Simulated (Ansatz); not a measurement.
A distorted cell of Rh (fcc, Cu type):

```xyz
2
Lattice="0.0000 3.8303 3.8303 1.9151 0.0000 1.9151 1.9151 1.9151 0.0000" Properties=species:S:1:pos:R:3 pbc="T T T"
Rh    -0.0481     0.0481     0.0481
Rh     1.9632     1.8670     3.7822
```

Calculation: PBE (plane waves to 420 eV, PAW, scalar-relativistic; Ansatz, a first-principles code). k mesh 21×21×21 (Γ-centred), Fermi-Dirac smearing 0.05 eV. Stress and pressure are positive under compression. With partly filled bands, energies and forces of such displacements shift with the k mesh and the smearing. Rh is run without spin polarisation. Rh was relaxed with its symmetry unable to fall. The PAW data are Ansatz's earlier set.

Question: What forces act on the atoms (eV/Å, Cartesian)?

Answer: 
| atom | Fx | Fy | Fz |
|---|---|---|---|
| Rh1 | 1.022 | -1.022 | -1.022 |
| Rh2 | -1.022 | 1.022 | 1.022 |

Question: Give the stress tensor in GPa and the pressure.

Answer: 
```
    4.1     -1.1     -1.1
   -1.1      4.1      1.1
   -1.1      1.1      4.1
```
The pressure, a third of the trace, is 4.1 GPa.

(A displaced cell: forces are minus the slopes of the energy, force constants its curvatures, and phonons follow from these.)
